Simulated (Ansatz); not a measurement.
# Structure relaxation, Te2Mo

The start is a generated trial cell of Te2Mo in the rutile structure type. A full variable-cell relaxation at zero pressure is run with r2SCAN (plane waves to 500 eV, PAW, scalar-relativistic; Ansatz, a program for electronic structure). The first steps use a coarse 4×4×5 k-mesh.

Starting cell:
```
CELL_PARAMETERS angstrom
      6.95346     0.00000     0.00000
      0.00000     6.95346     0.00000
      0.00000     0.00000     4.47806
ATOMIC_POSITIONS crystal
  Mo 0.00000 0.00000 0.00000
  Mo 0.50000 0.50000 0.50000
  Te 0.30496 0.30496 0.00000
  Te 0.80496 0.19504 0.50000
  Te 0.19504 0.80496 0.50000
  Te 0.69504 0.69504 0.00000
```

**Question.** What pressure does the first self-consistent step give?

**Answer.** -12 GPa (negative: the cell is under tension).

**Question.** What is the largest force in the starting geometry, and on which atom (counted from 1)?

**Answer.** About 0.5 eV/Å, on Te3, Te4, Te5, Te6 (atoms numbered as listed).

**Question.** By how much does the energy per atom fall from start to end?

**Answer.** 0.50 eV/atom.

**Question.** How do the shortest distances between atoms change?

**Answer.** The closest pairs of elements (up to four, under 3.6 Å), start → end: Mo–Te 2.95 → 2.69 Å.

The space group stays P4₂/mnm (No. 136) (the run could not lower it), with 6 atoms in the primitive cell. Final values are on a 7×7×13 k-mesh of the relaxed cell. No spin polarisation in the result.

The run could not lose the symmetry of its start, so the end can be a saddle point.

The relaxed structure here is a generated cell of Te2Mo: the first start was made by placing the elements on the sites of a structure type, and the end was not matched to a known phase here, so it may be hypothetical. Known forms of Te2Mo include space group No. 194.
